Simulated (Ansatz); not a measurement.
Starting cell, Ru (hcp, Mg type):

```
Ru
1.0
    5.41163     0.00000     0.00000
   -1.35291     2.34330     0.00000
    0.00000     0.00000     4.26228
Ru
4
Direct
  0.16667   0.66667   0.75000
  0.66667   0.66667   0.75000
  0.33333   0.33333   0.25000
  0.83333   0.33333   0.25000
```

A phonon eigenvector at M = (0.5, 0.0, 0.0) is frozen into this cell: atom i moves by Q times the vector below, so Q is the largest atomic displacement, in Å. The cell is held. (q is in reciprocal vectors of the primitive cell; the cell shown is doubled to hold the pattern.)

```tsv
atom	x	y	z
Ru1	0.000	0.000	-1.000
Ru2	0.000	0.000	1.000
Ru3	0.000	0.000	-1.000
Ru4	0.000	0.000	1.000
```

Method: r2SCAN (plane waves to 500 eV, PAW, scalar-relativistic; Ansatz, a program for electronic structure). k mesh 10×20×11 (Γ-centred), Fermi-Dirac smearing 0.05 eV. E stands for the smeared free energy. With partly filled bands, energies and forces of such displacements shift with the k mesh and the smearing. Ru is run without spin polarisation. Ru was relaxed with its symmetry unable to fall. The PAW data are Ansatz's earlier set. ΔE is measured from the undisplaced structure. The last digit holds for this mesh only.

```json
[
 {"Q (Å)": "-0.1000", "ΔE (meV/cell)": "withheld"},
 {"Q (Å)": "-0.0833", "ΔE (meV/cell)": "162.6"},
 {"Q (Å)": "-0.0667", "ΔE (meV/cell)": "103.0"},
 {"Q (Å)": "-0.0500", "ΔE (meV/cell)": "57.4"},
 {"Q (Å)": "-0.0333", "ΔE (meV/cell)": "25.3"},
 {"Q (Å)": "-0.0167", "ΔE (meV/cell)": "6.3"},
 {"Q (Å)": "0.0000", "ΔE (meV/cell)": "0.0"},
 {"Q (Å)": "0.0167", "ΔE (meV/cell)": "6.3"},
 {"Q (Å)": "0.0333", "ΔE (meV/cell)": "25.3"},
 {"Q (Å)": "0.0500", "ΔE (meV/cell)": "57.4"},
 {"Q (Å)": "0.0667", "ΔE (meV/cell)": "103.0"},
 {"Q (Å)": "0.0833", "ΔE (meV/cell)": "162.6"},
 {"Q (Å)": "0.1000", "ΔE (meV/cell)": "withheld"}
]
```

Problem. Fit an even polynomial form (powers 2, 4) to the given rows and predict ΔE at Q = -0.1000.

Solution. Least squares on the 11 given rows: ΔE = (22680)·Q² + (109000)·Q⁴, in meV/cell with Q in Å; root-mean-square residual 0.03 meV/cell. At -0.1000 the fit gives 237.7 meV/cell; the calculation gives 236.9 meV/cell, so the extrapolation is off by 0.8 (+0.3 %). The quadratic term alone would give 226.8 meV/cell.

(For displaced atoms, the force is minus the slope of the energy, and its curvature is a force constant, which sets phonon frequencies.)
